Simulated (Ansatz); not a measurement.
According to the program Ansatz at the PBE level (PAW), InMo₃C in the anti-perovskite structure (Pm-3m) relaxes to a = 4.214 Å. In has 12 nearest neighbours from 2.98 Å (cuboctahedral); C has 6 nearest neighbours from 2.11 Å (octahedral). Its formation energy from the elements is 0.17 eV/atom, with no fitted shifts.

Electronic character: metallic (no gap). Gap from PBE with spin–orbit coupling: none (metallic).

An equation-of-state fit gives a bulk modulus of 2220 kbar.

The start of the workflow was typed in or built on a structure type; neither database checked (COD, Materials Project) lists it. Its standing as an ambient phase is unchecked. Symmetry was held in the PBE relaxation; whether a distortion lowers the energy is not shown. The run is not spin-polarised. Its formation energy is positive at this level, so the cell may be metastable or incomplete. The references are the lowest solids computed at this level, not always the standard phases. Spin–orbit coupling is left out wherever it is not named.

Potentials: the later of the program's two PAW sets.
